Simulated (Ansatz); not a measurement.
# Na-23 nuclear quadrupole resonance in Na₂MoO₄

Cell: a COD entry, ions relaxed with PBE at fixed cell.

Space group Fd-3m:1 (No. 227); a = 9.1089 Å.

| site | Wyckoff | site symmetry | x | y | z |
| --- | --- | --- | --- | --- | --- |
| Na | 16c | .-3m | 0.6250 | 0.6250 | 0.1250 |
| Mo | 8b | -43m | 0.0000 | 0.0000 | 0.5000 |
| O | 32e | .3m | 0.8871 | 0.8871 | 0.3871 |

One atom of each set is listed; the run and its k-mesh use a cell of 14 atoms with edges of 6.44, 6.44, 6.44 Å.

All values are calculated (Ansatz; DFT, PBE, plane waves and PAW, scalar-relativistic, 420 eV cutoff, Γ-centred 4×4×4 k-points, Fermi–Dirac smearing 0.02 eV), not measured.

Na-23: I = 3/2, Q = 104.0 mb (year-2017 value). Static lattice, zero field.

Q: Predict the zero-field Na-23 lines of each site.

A: For I = 3/2 there is one line, ν = (|C_Q|/2)(1 + η²/3)^½.

```tsv
site	atoms	V_zz (10²¹ V/m²)	C_Q (MHz)	η	line frequencies (MHz)
Na	4	1.00	2.51	0.00	1.25
```

An axis of threefold or higher order runs through Na, so V_zz lies along it and η is zero.
